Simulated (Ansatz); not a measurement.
PbF2, in the lowest of the structures calculated here: Fm-3m (No. 225), cF12, fluorite type; a = 5.9212 Å, b = 5.9212 Å, c = 5.9212 Å, α = 90.00°, β = 90.00°, γ = 90.00°; Pb 4a (0.000, 0.000, 0.000); F 8c (0.250, 0.250, 0.250). The numbers are results of r2SCAN (plane waves to 500 eV, PAW, scalar-relativistic; Ansatz, a first-principles code), not measurements. Element references, the lowest calculated here: Pb (Fm-3m), F (R-3m, a generated molecular cell); gases are represented by their molecular solids.

Total energies (eV/atom, σ → 0; comparable only within this code, potentials and settings):

```
phase         E (eV/atom)
------------  -----------
PbF2 (Fm-3m)    -4514.079
Pb (Fm-3m)     -11920.858
F (R-3m)         -806.898
```

Task: What is the formation energy of this Fm-3m form of PbF2 from the elements?

Result: E_f = -4514.079 − [1 × (-11920.858) + 2 × (-806.898)] / 3 = -2.53 eV/atom (-7.6 eV per formula unit).

Static energies, no anion corrections, no zero-point energy. Values are rounded to 0.01 eV/atom. Spin-orbit coupling is missing from these energies, which matters for elements this heavy. The compounds carry no spin polarisation.
